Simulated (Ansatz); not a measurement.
# SrCd: levels along high-symmetry lines

```
Sr Cd
1.0
     4.00300    0.00000    0.00000
     0.00000    4.00300    0.00000
     0.00000    0.00000    4.00300
Sr Cd
1 1
Direct
  0.50000 0.50000 0.50000
  0.00000 0.00000 0.00000
```

Atoms are numbered in the order listed.

The cell is COD entry 2310286, as deposited and not checked against the literature; nothing was relaxed.

All numbers below come from DFT, LDA, all-electron LAPW, scalar-relativistic in Ansatz 0.2.0.

Settings: a Γ-centred 10×10×10 k mesh, Fermi–Dirac smearing of 0.08 eV, basis error target 0.5 meV/atom, no spin polarisation.

Points in fractions of the reciprocal vectors of this cell: Γ (0, 0, 0), X (0, 0.5, 0), M (0.5, 0.5, 0), R (0.5, 0.5, 0.5). The path joins them by straight lines in the order Γ–X–M–Γ–R–X–R–M; legs that retrace an earlier one aren't tabulated. Energies are in eV from the Fermi level.

Metal or insulator at this level of theory?

No gap opens: metallic or semimetallic.

Tabulate bands 19 to 26, counted from the lowest band of the run, along the path.


```tsv
k (1/Å)	point	band 19	band 20	band 21	band 22	band 23	band 24	band 25	band 26
0.00	Γ	-8.44	-8.44	-8.44	-5.84	1.34	1.34	3.96	3.96
0.11		-8.44	-8.44	-8.44	-5.78	1.26	1.36	3.76	3.76
0.22		-8.45	-8.45	-8.44	-5.60	0.92	1.40	3.38	3.38
0.34		-8.46	-8.46	-8.44	-5.31	0.29	1.47	3.00	3.00
0.45		-8.46	-8.46	-8.44	-4.92	-0.50	1.55	2.67	2.67
0.56		-8.47	-8.45	-8.43	-4.45	-1.31	1.63	2.42	2.42
0.67		-8.47	-8.43	-8.43	-3.94	-2.04	1.69	2.27	2.27
0.78	X	-8.47	-8.43	-8.42	-3.63	-2.42	1.71	2.22	2.22
0.90		-8.48	-8.43	-8.42	-3.62	-2.35	1.76	2.08	2.27
1.01		-8.48	-8.45	-8.41	-3.58	-2.13	1.73	1.86	2.42
1.12		-8.49	-8.46	-8.39	-3.50	-1.78	1.28	1.97	2.67
1.23		-8.49	-8.48	-8.37	-3.41	-1.33	0.81	1.97	2.99
1.35		-8.50	-8.49	-8.34	-3.31	-0.80	0.40	1.75	3.36
1.46		-8.51	-8.50	-8.32	-3.22	-0.28	0.12	1.36	3.70
1.57	M	-8.51	-8.51	-8.31	-3.19	0.02	0.02	1.10	3.85
1.73		-8.50	-8.50	-8.33	-3.27	-0.34	0.07	1.56	3.61
1.89		-8.50	-8.48	-8.37	-3.60	-0.56	0.22	2.10	3.22
2.05		-8.48	-8.46	-8.42	-4.19	-0.26	0.44	2.32	2.98
2.20		-8.48	-8.47	-8.45	-4.84	0.39	0.71	2.32	2.97
2.36		-8.46	-8.45	-8.44	-5.37	1.00	1.06	2.50	3.21
2.52		-8.45	-8.45	-8.44	-5.72	1.24	1.32	3.28	3.64
2.68	Γ	-8.44	-8.44	-8.44	-5.84	1.34	1.34	3.96	3.96
2.87		-8.45	-8.45	-8.44	-5.66	1.26	1.26	2.95	3.85
3.07		-8.46	-8.46	-8.45	-5.16	1.06	1.06	1.80	3.47
3.26		-8.48	-8.48	-8.48	-4.42	0.75	0.75	1.20	3.14
3.46		-8.50	-8.42	-8.42	-3.61	0.27	0.27	1.21	3.19
3.65		-8.51	-8.36	-8.36	-2.80	-0.26	-0.26	1.43	3.60
3.84		-8.52	-8.32	-8.32	-1.92	-0.64	-0.64	0.48	3.97
4.04	R	-8.52	-8.31	-8.31	-0.89	-0.78	-0.78	-0.78	4.65
4.20		-8.52	-8.32	-8.31	-1.73	-0.72	-0.67	0.24	4.07
4.36		-8.51	-8.36	-8.33	-2.44	-0.63	-0.36	1.43	3.27
4.51		-8.50	-8.42	-8.35	-2.95	-0.80	0.12	2.45	3.00
4.67		-8.48	-8.48	-8.38	-3.30	-1.30	0.73	2.46	2.71
4.83		-8.49	-8.46	-8.40	-3.50	-1.86	1.40	2.05	2.51
4.99		-8.48	-8.44	-8.42	-3.60	-2.27	1.80	1.97	2.30
5.15	X	-8.47	-8.43	-8.42	-3.63	-2.42	1.71	2.22	2.22
6.26	R	-8.52	-8.31	-8.31	-0.89	-0.78	-0.78	-0.78	4.65
6.37		-8.52	-8.32	-8.31	-1.48	-0.74	-0.74	-0.08	4.20
6.48		-8.52	-8.35	-8.31	-2.02	-0.64	-0.64	0.78	3.40
6.59		-8.52	-8.39	-8.31	-2.45	-0.49	-0.49	1.74	2.62
6.71		-8.51	-8.43	-8.31	-2.78	-0.32	-0.32	1.98	2.77
6.82		-8.51	-8.47	-8.31	-3.01	-0.15	-0.15	1.50	3.88
6.93		-8.51	-8.50	-8.31	-3.14	-0.03	-0.03	1.20	3.88
7.04	M	-8.51	-8.51	-8.31	-3.19	0.02	0.02	1.10	3.85
```
